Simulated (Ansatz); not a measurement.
The elements of this relaxed trial crystal are hidden behind letters.

```
lattice vectors (Å)
   4.3881    0.0000    0.0000
   0.0000    4.3881    0.0000
   0.0000    0.0000    3.7086
fractional positions
X 0.0000 0.5000 0.5000
X 0.5000 0.0000 0.5000
X 0.5000 0.5000 0.0000
Z 0.0000 0.0000 0.0000
```

Level of theory: Ansatz, DFT PBE, scalar-relativistic, plane waves, PAW. Cutoff 420 eV, Γ-centred 12×12×12 mesh (4-atom cell), Gaussian smearing of 0.10 eV, no spin polarisation.

| Item | Value |
| --- | --- |
| Space group | P4/mmm (No. 123) |
| Conventional cell | a = 4.388 Å, c = 3.709 Å |
| Volume per atom | 17.85 Å³ |
| Density | 6.40 g/cm³ |
| Energy over the elements | +0.13 eV/atom |
| Gap on the 12×12×12 mesh of the 4-atom cell | 0 eV (a metal) |

Energies are uncorrected and count from the elements' standard states at the same level.

Question: X is a d-block element of period 4 and Z is a p-block element of period 4. Which elements are they?

Answer: X = Zn, Z = Se, so the formula is Zn3Se. Density times volume gives a mean mass of 6.40 × 17.85/1.6605 = 68.8 u per atom, and this set has 68.8 u. Among the elements that the hints allow, noble gases aside, only these give it. Zn on a site of symmetry mmm has 4 Se at 2.87 Å, 4 Zn at 2.87 Å and 4 Zn at 3.10 Å; around Zn on a site of symmetry 4/mmm lie 8 Zn at 2.87 Å and 4 Se at 3.10 Å; Se is surrounded by 8 Zn at 2.87 Å and 4 Zn at 3.10 Å.

Symmetry constrained the relaxation, so the result can be a saddle point. Another cell of Zn3Se relaxed alike, in P6_3/mmc, lies 92 meV/atom lower, so this cell isn't the stable form at this level.
